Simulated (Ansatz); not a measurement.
Relaxed-ion elastic tensor of Zn2SeS in space group R3m (No. 160; Zn on 3a, Zn on 3a, Se on 3a, S on 3a) in GPa (Voigt order), DFT-PBEsol in the program Ansatz with PAW potentials; density 4.84 g/cm³, 20.74 Å³ per atom.

```
  121   49.7   42.2  -11.4    0.0    0.0
 49.7    121   42.2   11.4    0.0    0.0
 42.2   42.2    130    0.0    0.0    0.0
-11.4   11.4    0.0   27.3    0.0    0.0
  0.0    0.0    0.0    0.0   27.3  -11.4
  0.0    0.0    0.0    0.0  -11.4   35.7
```

Q: Is the crystal mechanically stable?

A: Yes: the smallest eigenvalue of C is 19.4 GPa.

Q: Work out the Voigt, Reuss and Hill averages.

A: K_V = 71.2, K_R = 71.2, K_H = 71.2; G_V = 33.9, G_R = 29.1, G_H = 31.5 GPa.

Q: Give Young's modulus, Poisson's ratio, Pugh's ratio and the universal anisotropy index.

A: E = 9KG/(3K + G) = 82.4 GPa; ν = 0.31; K/G = 2.26 (ductile by the Pugh limit of 1.75); A_U = 5G_V/G_R + K_V/K_R − 6 = 0.84.

Q: Estimate the sound speeds and the Debye temperature.

A: v_l = √((K + 4G/3)/ρ) = 4840 m/s, v_t = √(G/ρ) = 2550 m/s, mean 2850 m/s; Θ = (h/k)(3n/4πV)^(1/3) v_m = 309 K.

Q: How much does each axis shrink under pressure?

A: Linear compressibilities β_i = Σ_j S_ij (j = 1 to 3): x 4.7, y 4.7, z 4.6 per TPa.

The first step of the workflow began from a Materials Project structure, measured or hypothetical; the Crystallography Open Database copy checked does not list it. Whether it is the stable phase at ambient conditions was not checked. Symmetry was held in the PBEsol relaxation; of distortions, only those at the zone centre were tested.

Potentials: the later of the program's two PAW sets.
